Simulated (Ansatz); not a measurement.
V2O3:
```yaml
crystal:
  lattice:
    - [2.38765, 1.37851, 4.74503]
    - [-2.38765, 1.37851, 4.74503]
    - [0.00000, -2.75702, 4.74503]
  atoms:
    - { symbol: V, position: [0.16030, 0.16030, 0.16030] }
    - { symbol: V, position: [0.83970, 0.83970, 0.83970] }
    - { symbol: V, position: [0.33970, 0.33970, 0.33970] }
    - { symbol: V, position: [0.66030, 0.66030, 0.66030] }
    - { symbol: O, position: [0.57566, 0.25000, 0.92434] }
    - { symbol: O, position: [0.42434, 0.75000, 0.07566] }
    - { symbol: O, position: [0.75000, 0.07566, 0.42434] }
    - { symbol: O, position: [0.25000, 0.92434, 0.57566] }
    - { symbol: O, position: [0.07566, 0.42434, 0.75000] }
    - { symbol: O, position: [0.92434, 0.57566, 0.25000] }
```
The run is spin-polarised; directions of the spins, atom by atom: ↑ ↑ ↑ ↑ 0 0 0 0 0 0.

Relaxed with PBEsol. Special points in fractions of this cell's reciprocal vectors: Γ (0.000, 0.000, 0.000); T (0.500, 0.500, 0.500); H2 (0.777, 0.223, 0.500); H0 (0.500, -0.223, 0.223); L (0.500, 0.000, 0.000); S0 (0.361, -0.361, 0.000); S2 (0.639, 0.000, 0.361); F (0.500, 0.000, 0.500).

Q: List the band energies nearest the Fermi level at these points for the program Ansatz at the PBEsol level (PAW).

A: In eV from the Fermi level; about four levels below and three above (degenerate sets whole), none deeper than 8.9 eV; points with the same levels are listed once.

```tsv
k	below	above
Γ ↑	-0.69 -0.69 -0.55 -0.55	0.22 0.82 0.82
T ↑	-0.56 -0.56 -0.56 -0.56 -0.04 -0.04	0.30 0.30 0.30 0.30
H2 ↑	-0.86 -0.86 -0.33 -0.33	0.50 0.50 0.83 0.83
L ↑	-0.47 -0.47 -0.33 -0.33	0.35 0.35 0.58 0.58
S0 ↑	-0.92 -0.82 -0.35 -0.23	0.47 0.54 0.79
F ↑	-1.05 -0.82 -0.50 -0.07	0.27 0.36 0.77
Γ ↓	-3.74 -3.33 -3.33 -1.15	0.26 0.26 0.59 0.59
T ↓	-4.12 -4.12 -4.12 -4.12	0.47 0.47 0.76 0.76 0.76 0.76
H2 ↓	-3.89 -3.89 -0.75 -0.75	0.26 0.26 0.80 0.80
L ↓	-3.76 -3.76 -0.59 -0.59	0.57 0.57 0.75 0.75
S0 ↓	-4.10 -3.66 -0.91 -0.78	0.15 0.36 0.85
F ↓	-4.27 -3.64 -0.89 -0.64	0.06 0.29 0.69
```

Space group R-3c (corundum). Symmetry was held in the PBEsol relaxation. The final state is ferromagnetic, chosen from 5 collinear starts compared on coarse meshes (ties went to the first, and starts can fall back to one state), not a proven ground state. No Hubbard U is applied. The compound may be a true metal, but semilocal functionals without U, or a wrong spin order, can also close a gap.

Potentials: the earlier of the program's two PAW sets. The files were generated under PBE; for other functionals the program regenerates the frozen cores, and for LDA and PBEsol the local potential too.
